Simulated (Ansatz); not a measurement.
AlCo:
```cif
data_AlCo
_chemical_formula_sum 'Al1 Co1'
_space_group_name_H-M_alt 'Pm-3m'
_space_group_IT_number 221
_space_group_name_Hall '-P 4 2 3'
_cell_length_a 2.85197
_cell_length_b 2.85197
_cell_length_c 2.85197
_cell_angle_alpha 90.000
_cell_angle_beta 90.000
_cell_angle_gamma 90.000
loop_
_atom_site_label
_atom_site_type_symbol
_atom_site_symmetry_multiplicity
_atom_site_Wyckoff_symbol
_atom_site_fract_x
_atom_site_fract_y
_atom_site_fract_z
_atom_site_occupancy
Al1 Al 1 b 0.50000 0.50000 0.50000 1
Co1 Co 1 a 0.00000 0.00000 0.00000 1
```

Relaxed with PBE.

Question: Which orbitals make up the states near the Fermi level in PBE (plane waves, PAW; program Ansatz)?

Answer: Within 0.5 eV of the Fermi level: Co 3d 77 %, Al 3p 16 %. Projections are on Löwdin-orthogonalised atomic valence shells; empty p or d shells of many metals are not among them.

Question: Tabulate the density of states.

Answer: States/eV per cell of 2 atoms, in 0.25 eV bins, energy from the Fermi level.

```csv
E (eV),total,Co 3d,Al 3p,Al 3s
-7.85,0.33,0.01,0.14,0.11
-7.60,0.35,0.02,0.15,0.12
-7.35,0.38,0.02,0.16,0.13
-7.10,0.41,0.03,0.17,0.15
-6.85,0.45,0.04,0.18,0.18
-6.60,0.47,0.05,0.18,0.18
-6.35,0.50,0.08,0.20,0.18
-6.10,0.54,0.10,0.21,0.18
-5.85,0.58,0.14,0.22,0.18
-5.60,0.64,0.18,0.23,0.19
-5.35,0.70,0.24,0.23,0.19
-5.10,0.61,0.21,0.22,0.13
-4.85,0.59,0.20,0.23,0.11
-4.60,0.61,0.21,0.25,0.09
-4.35,0.67,0.25,0.27,0.08
-4.10,0.78,0.31,0.32,0.08
-3.85,1.54,0.78,0.55,0.09
-3.60,1.75,0.99,0.59,0.08
-3.35,1.37,0.85,0.41,0.06
-3.10,1.71,1.18,0.45,0.04
-2.85,2.91,2.07,0.76,0.01
-2.60,2.24,1.69,0.49,0.00
-2.35,1.76,1.50,0.19,0.00
-2.10,1.85,1.59,0.15,0.00
-1.85,3.18,2.91,0.14,0.01
-1.60,4.17,3.84,0.19,0.01
-1.35,6.47,6.02,0.27,0.01
-1.10,4.03,3.72,0.20,0.01
-0.85,2.43,2.22,0.13,0.00
-0.60,0.60,0.45,0.09,0.00
-0.35,0.42,0.32,0.06,0.00
-0.10,0.53,0.42,0.08,0.00
0.15,1.75,1.40,0.25,0.01
0.40,1.44,1.03,0.29,0.04
0.65,0.98,0.60,0.26,0.04
0.90,0.77,0.41,0.24,0.04
1.15,0.63,0.30,0.23,0.04
1.40,0.53,0.22,0.21,0.04
1.65,0.44,0.16,0.19,0.03
1.90,0.37,0.12,0.17,0.03
2.15,0.28,0.08,0.14,0.02
2.40,0.26,0.07,0.11,0.02
2.65,0.43,0.09,0.09,0.02
2.90,0.55,0.12,0.10,0.05
3.15,0.85,0.20,0.15,0.14
3.40,0.89,0.20,0.20,0.18
3.65,0.95,0.22,0.23,0.25
3.90,0.91,0.19,0.25,0.26
4.15,0.88,0.16,0.24,0.28
4.40,0.81,0.13,0.25,0.24
4.65,0.76,0.11,0.25,0.21
```

The cell was relaxed with PBE under the symmetry of its start. The workflow began spin-polarised and lost its moments.

Potentials: the later of the program's two PAW sets.
